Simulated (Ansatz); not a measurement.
PtS₂ (rutile, P4_2/mnm) at seven volumes, the program Ansatz at the PBE level (PAW), shape and atoms relaxed at each. One row is withheld.

| V (Å³/atom) | P (GPa) |
|---|---|
| 17.220 | ? |
| 17.788 | 8.14 |
| 18.355 | 3.69 |
| 18.923 | 0.00 |
| 19.491 | -3.06 |
| 20.058 | -5.53 |
| 20.626 | -7.39 |

Question: Fit the shown pressures and predict the withheld one.

Answer: P = (3/2)B₀(x^(7/2) − x^(5/2))[1 + (3/4)(B′ − 4)(x − 1)] with x = (V₀/V)^(2/3). Least squares on the six rows gives V₀ = 18.917 Å³/atom, B₀ = 111 GPa, B′ = 5.85. At V = 17.220, x = 1.0647 and P = 13.72 GPa. The run itself gave 13.50 GPa.

A made-up cell: these elements were put on the sites of a structure type; neither database checked (COD, Materials Project) lists it. COD files the formula under space group No. 164, so this cell is another polymorph or a model. Its standing as an ambient phase is unchecked. The cell was relaxed with PBE under the symmetry of its start; its stability against distortions is not shown here. No spin polarisation was allowed. Spin–orbit coupling is left out wherever it is not named.

Potentials: the later of the program's two PAW sets.
